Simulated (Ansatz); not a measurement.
WS2:
```xyz
6
Lattice="3.1541 0.0000 0.0000 -1.5771 2.7315 0.0000 0.0000 0.0000 12.1411" Properties=species:S:1:pos:R:3 pbc="T T T"
W      0.0000     1.8210     9.1058
W      1.5771     0.9105     3.0353
S      0.0000     1.8210     1.4606
S      1.5771     0.9105    10.6805
S      1.5771     0.9105     7.5311
S      0.0000     1.8210     4.6100
```

Relaxed with PBE+D3(BJ).

### Question
Give the optical modes at the zone centre with their infrared and Raman activity from DFPT, DFT-PBE+D3(BJ) in the program Ansatz with PAW potentials.

### Answer
Transverse frequencies, without the LO–TO term; a row sums one degenerate level.

```csv
ω (cm⁻¹),degeneracy,IR ((D/Å)²/amu),Raman (Å⁴/amu),activity,symmetry
29,2,0.00,2.7,Raman,E2g
51,1,0.00,0,silent,B1g
291,2,0.00,0,silent,E2u
294,2,0.00,0.28,Raman,E1g
350,2,0.60,0,IR,E1u
351,2,0.00,970,Raman,E2g
411,1,0.00,0,silent,B2u
420,1,0.00,1800,Raman,A1g
432,1,0.24,0,IR,A2u
438,1,0.00,0,silent,B1g
```

Space group P6_3/mmc. Symmetry was held in the PBE+D3(BJ) relaxation; phonons on a q-mesh show no instability. The run is not spin-polarised. Spin–orbit coupling is left out wherever it is not named.

Potentials: the later of the program's two PAW sets.
